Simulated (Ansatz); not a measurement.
All numbers below come from DFT PBE, scalar-relativistic, plane waves, PAW (Ansatz). All cells share a 420 eV cutoff and Γ-centred k meshes spaced at most about 0.3 Å⁻¹ (about 0.25 or finer for metals, 2π included). No spin polarisation in the final relaxations.

These are static total energies at zero pressure.

Two relaxed structures of SbP:

A.

```
CELL_PARAMETERS angstrom
1.98399 1.14546 3.50061
-1.98399 1.14546 3.50061
0.00000 -2.29091 3.50061
ATOMIC_POSITIONS crystal
Sb 0.51874 0.51874 0.51874
P 0.98051 0.98051 0.98051
```

B.

```
CELL_PARAMETERS angstrom
0.00000 2.81780 2.81780
2.81780 0.00000 2.81780
2.81780 2.81780 0.00000
ATOMIC_POSITIONS crystal
Sb 0.50000 0.50000 0.50000
P 0.00000 0.00000 0.00000
```

Question: Which would you expect to be lower, and how large is the difference?

Answer: A is lower, by 51 meV/atom. The two are nearly one structure: a small distortion parts them. A has space group R3m (No. 160), 23.9 Å³/atom and no gap on its mesh; B has the rock salt type, space group Fm-3m (No. 225), 22.4 Å³/atom and no gap. Counting P atoms around Sb (those within 1.25 times the shortest such distance or 1.15 times the sum of covalent radii, 1.27 where that leaves under three; a plus sign parts nearer from farther groups), A has Sb 3+3 and B has Sb 6. The lower one is the more open, so pressure narrows the difference. Even the lower one lies +0.07 eV/atom against the reference forms of the elements (uncorrected), so neither is stable at this level. Both come from invented guesses.

Spin–orbit coupling, which can matter for Sb, is left out. The zero gap of R3m may come from the functional, which often closes small gaps. Cells relaxed within their symmetry can be saddle points. The R3m cell of SbP came from shaking the Fm-3m one.
